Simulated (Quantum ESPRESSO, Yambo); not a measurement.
At a photon energy of 8.00 eV, RPA with local fields on PBEsol bands shifted by a G0W0 scissor of 2.32 eV (Quantum ESPRESSO and Yambo; 6×6×6 mesh, 79 bands, 3 Ry local-field block, 0.2 eV broadening) gives ε = 3.25 + 3.38i for K2MgH4 (space group I4/mmm, No. 139), field along x. Axes are Cartesian, with cell vectors (Å) (-2.00, 2.00, 6.78), (2.00, -2.00, 6.78), (2.00, 2.00, -6.78).

Task: Work out n, κ, the normal-incidence reflectivity, the absorption coefficient and the penetration depth.

Result: 
|ε| = 4.69; n = √((|ε| + ε1)/2) = 1.99, κ = √((|ε| − ε1)/2) = 0.85. R = ((n − 1)² + κ²)/((n + 1)² + κ²) = 0.18. α = 2Eκ/(ħc) with ħc = 197.327 eV nm: 0.0688 per nm = 6.9 × 10⁵ per cm, a 1/e depth of 15 nm. The computed direct gap is 6.02 eV, and the energy scale of the real crystal may differ from it. Excitonic effects are left out, and values at one energy depend on mesh and broadening. The scissor comes from a G0W0 run whose convergence isn't established. Convergence of the RPA response with its 6×6×6 mesh was not tested.

Geometry of the Materials Project entry, not relaxed at this level; primitive cell a = 7.3455 Å, b = 7.3455 Å, c = 7.3455 Å, α = 148.33°, β = 148.33°, γ = 45.40°.
